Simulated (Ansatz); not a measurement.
LaWN$_{3}$:
```xyz
10
Lattice="5.7948 0.0000 0.0000 0.0000 3.8574 0.0000 -2.5815 0.0000 7.4656" Properties=species:S:1:pos:R:3 pbc="T T T"
La     0.9539     0.9643     1.3817
La     2.2595     2.8930     6.0839
W     -0.9124     0.9643     4.9881
W      4.1257     2.8930     2.4775
N     -2.0322     0.9643     6.4650
N      5.2455     2.8930     1.0006
N      4.6438     0.9643     2.9102
N     -1.4305     2.8930     4.5554
N      0.7947     0.9643     5.5345
N      2.4186     2.8930     1.9312
```

This is the PBEsol-relaxed structure. Tensor components refer to the Cartesian frame of this cell.

**Question.** All from plane-wave PAW PBEsol (Ansatz code), unless another level is named. Give the Young's modulus.

**Answer.** 125 GPa.

**Question.** What about the zero-point energy?

**Answer.** 68.0 meV/atom.

**Question.** Give the elastic constants (relaxed ions, GPa).

**Answer.** C11 = 179, C22 = 262, C33 = 146, C12 = 114, C13 = 82.5, C23 = 111, C44 = 72.0, C55 = 25.8, C66 = 68.2, C15 = 15.4, C25 = 5.5, C35 = -1.1, C46 = -6.9.

Space group P2_1/m. The first step of the workflow began from a Materials Project structure, measured or hypothetical; the Crystallography Open Database copy checked does not list it. Its standing as an ambient phase is unchecked. The PBEsol relaxation kept the symmetry of its start; its stability against distortions is not shown here. The run is not spin-polarised. Spin–orbit coupling is left out wherever it is not named.

Potentials: the later of the program's two PAW sets.
